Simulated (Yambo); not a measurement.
Convergence of the G0W0 gap of AlCl$_{3}$

G0W0@PBEsol for AlCl$_{3}$ (space group C2/m, No. 12) in Yambo. Reference settings: 2×2×2 Γ-centred k mesh, 331 bands and a 8 Ry block in the screening, 331 bands in G with the Bruneval-Gonze terminator, plasmon pole fitted at 27.2 eV. The PBEsol gap (-0.5, -0.5, 0) → (0, -0.5, -0.5) on this mesh is 5.05 eV; G0W0 gaps are taken between the same points.

```csv
change from the reference,"G0W0 gap (-0.5, -0.5, 0) → (0, -0.5, -0.5) (eV)",shift of the valence edge (eV),rough Yambo cost
reference settings,7.78,-1.74,1
"116 bands in W, 116 bands in G",7.83,-1.53,about 1/3
"208 bands in W, 208 bands in G",7.79,-1.67,within a factor of two
116 bands in G,7.79,-1.70,–
208 bands in G,7.78,-1.73,–
146 bands in W,7.80,-1.62,within a factor of two
2 Ry block,7.61,-1.34,about 1/2
3 Ry block,7.58,-1.39,about 1/2
7 Ry block,7.75,-1.70,within a factor of two
pole fitted at 10 eV,7.72,-1.62,–
no random integration,7.68,-1.48,–
"116 bands in G, no terminator",7.74,-1.27,–
"208 bands in G, no terminator",7.76,-1.53,–
no terminator,7.77,-1.64,–
```

The reference isn't shown to be the converged limit. Costs are rough (shared machines), scaled to the same edge states, and given only for runs that recompute the screening.

Geometry relaxed with PBE+D3(BJ); primitive cell a = 5.936 Å, b = 5.936 Å, c = 6.183 Å, α = 98.93°, β = 98.93°, γ = 119.97°.

A shift is the quasiparticle energy of the state minus its PBEsol energy.
